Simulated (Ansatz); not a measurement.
MoS₂:
Space group P-6m2 (No. 187); a = 3.1722 Å, b = 3.1722 Å, c = 6.8688 Å, α = 90.00°, β = 90.00°, γ = 120.00°

| atom | site | symmetry | x | y | z |
|---|---|---|---|---|---|
| Mo | 1a | -6m2 | 0.0000 | 0.0000 | 0.0000 |
| S | 2h | 3m. | 0.3333 | 0.6667 | 0.2263 |

Relaxed at zero pressure with the program Ansatz at the r²SCAN+D4 level (PAW).

The volume is raised by 6 % and shape and atoms relax at that volume. What pressure results, and how do the axes share the change?

-1.0 GPa; a 0.4 %, b 0.4 %, c 5.2 %; the energy rises by 5 meV/atom.

Give the new structure.


Space group P-6m2 (No. 187); a = b = 3.1840 Å, c = 7.2270 Å, α = β = 90.00°, γ = 120.00°

```csv
atom,site,symmetry,x,y,z
Mo,1a,-6m2,0.0000,0.0000,0.0000
S,2h,3m.,0.3333,0.6667,0.2148
```

The phase is kept; no other phase was compared at this pressure.

The workflow started from a Materials Project entry (that database holds measured and hypothetical structures alike); the Crystallography Open Database copy checked does not list it. It is not the phase usual at ambient conditions (space group No. 160, 194). The cell keeps a stress of up to 0.2 GPa. The cell was relaxed with r²SCAN+D4 under the symmetry of its start; whether a distortion lowers the energy is not shown. No spin polarisation was allowed.

Potentials: the later of the program's two PAW sets.
